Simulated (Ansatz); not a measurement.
HgS (C2/c), relaxed with HSE06 (Ansatz, a first-principles code, plane waves, PAW): a = 7.5522 Å, b = 4.4847 Å, c = 7.2190 Å, α = γ = 90.00°, β = 112.87°.

```
Item                  Result
--------------------  ------
gap (eV)                2.79
B₀ by P(V) fit (GPa)     7.5
```

The same phase is relaxed and computed with PBE in the same code. What are the cell and these values now?

a = 7.632 Å, b = 4.559 Å, c = 7.248 Å, α = γ = 90.00°, β = 112.47°.

gap (eV): 1.72
B₀ by P(V) fit (GPa): 6.0

Constructed cells (a structure type filled with these elements, in neither database checked): HgS, C2/c (Hg on 4a, S on 4e). All cells were relaxed under the symmetry of their starts (and spin orders); stability against distortions was not tested throughout. Scalar-relativistic: spin–orbit coupling is off unless named, which matters more the heavier the elements.

Potentials: the later of the program's two PAW sets.

Ansatz is a plane-wave DFT program.
